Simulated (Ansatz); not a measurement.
# Energy landscape near a PbO2 structure

Computed with DFT PBEsol, scalar-relativistic, plane waves, PAW (Ansatz 0.2.0).

Plane waves to 420 eV, a k mesh through Γ of 14×14×14 on the computed 3-atom cell and Gaussian smearing (0.10 eV); no spin polarisation.

Reference cell:

```yaml
crystal:
  lattice:
    - [0.00000, 2.70199, 2.70199]
    - [2.70199, 0.00000, 2.70199]
    - [2.70199, 2.70199, 0.00000]
  atoms:
    - { symbol: Pb, position: [0.00000, 0.00000, 0.00000] }
    - { symbol: O, position: [0.25000, 0.25000, 0.25000] }
    - { symbol: O, position: [0.75000, 0.75000, 0.75000] }
```

Each variant moves atoms of this cell by the vectors given, if any (Å), and then applies a symmetric strain (tensor components, Cartesian axes). The reference cell isn't relaxed at this level. Energies are per atom at zero smearing, counted from the lowest variant. Pressure is positive in compression.

1. strain (xx yy zz yz xz xy, %) -1.07 -1.07 -1.07 0.00 0.00 0.00
2. strain (xx yy zz yz xz xy, %) -1.03 -1.03 -1.03 0.00 0.00 0.00
3. strain (xx yy zz yz xz xy, %) 2.91 2.91 2.91 0.00 0.00 0.00

```tsv
result	ΔE (meV/atom)	P (GPa)
A	86.2	-14.20
B	0.2	-1.64
C	0.0	-1.47
```

Question: Which variant gave which result?

Answer: A is 3, B is 2, C is 1. The pressure falls as the cell grows: from the smallest volume to the largest the variants are 1, 2, 3.

Spin–orbit coupling is left out, which can shift energies with elements as heavy as these.